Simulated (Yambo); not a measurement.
Yambo run on CdBr2 (space group R-3m, No. 166). The wavefunctions are PBEsol (pw.x of Quantum ESPRESSO, ONCV potentials, no spin-orbit coupling) ones on a 4×4×4 mesh (17 occupied bands); a = b = c = 6.714 Å, α = β = γ = 34.64°.

Yambo input:

```
rim_cut
gw0
dyson
el_el_corr
HF_and_locXC
cohsex
em1s
RandQpts= 1000000
RandGvec= 1 Ry
EXXRLvcs= 102 Ry
VXCRLvcs= 408 Ry
Chimod= "HARTREE"
% BndsRnXs
 5 | 130 |
%
NGsBlkXs= 7 Ry
% LongDrXs
 1.0 | 1.0 | 1.0 |
%
ExtendOut
% QPkrange
 1 | 1 | 17 | 18 |
 7 | 7 | 17 | 17 |
%
```

k points by index: 1 = Γ, 7 = F.

Resulting energies as the program prints them:

```
#    K-point    Band    Eo [eV]    E [eV]    E-Eo [eV]    Vxc [eV]    Vnlxc [eV]    Sc|Eo [eV]    Re(Z)    Im(Z)
#
    1    17    -0.143928    -3.148937    -3.005009    -14.25118    -17.84536    0.589175    1.000000    0.000000
    1    18    2.664584    2.066865    -0.597719    -10.95444    -7.039845    -4.512317    1.000000    0.000000
    7    17    0.000000    -3.036165    -3.036165    -14.15654    -17.75695    0.564240    1.000000    0.000000
```
(The two width columns are left out.) Convergence of these settings isn't established.

Geometry relaxed with PBE+D3(BJ).
